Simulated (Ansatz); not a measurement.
A: FeNi3 (Cu3Au type), a = b = c = 3.544 Å, α = β = γ = 90.00°
B: GaAs (zinc blende), a = 5.7456 Å, b = 5.7456 Å, c = 5.7456 Å, α = 90.00°, β = 90.00°, γ = 90.00°
C: CsCl (CsCl type), a = 4.205 Å, b = 4.205 Å, c = 4.205 Å, α = 90.00°, β = 90.00°, γ = 90.00°
D: Ir (fcc, Cu type), a = b = c = 3.871 Å, α = β = γ = 90.00°

Scan: energy over volume and axial ratio (atoms clamped). One method and one kind of scan serve all of them; meshes and ranges differ. All were relaxed with their symmetry unable to fall. Ir is run without spin polarisation. Relaxed FeNi3 ends ferromagnetic. Spin-orbit coupling is left out. Other magnetic orders were not checked, so this need not be the ground state. (This holds for the magnetic or f-shell members.)

Problem. Rank these by shear modulus C′ = (C11 − C12)/2 (fitted) (lowest first), as PBE (plane waves to 420 eV, PAW, scalar-relativistic; Ansatz, an electronic-structure program) gives it.

Solution. C (13 GPa), B (29 GPa), A (62 GPa), D (181 GPa)

(Under strain, the slope of the energy per volume gives the stress and its curvature an elastic modulus.)
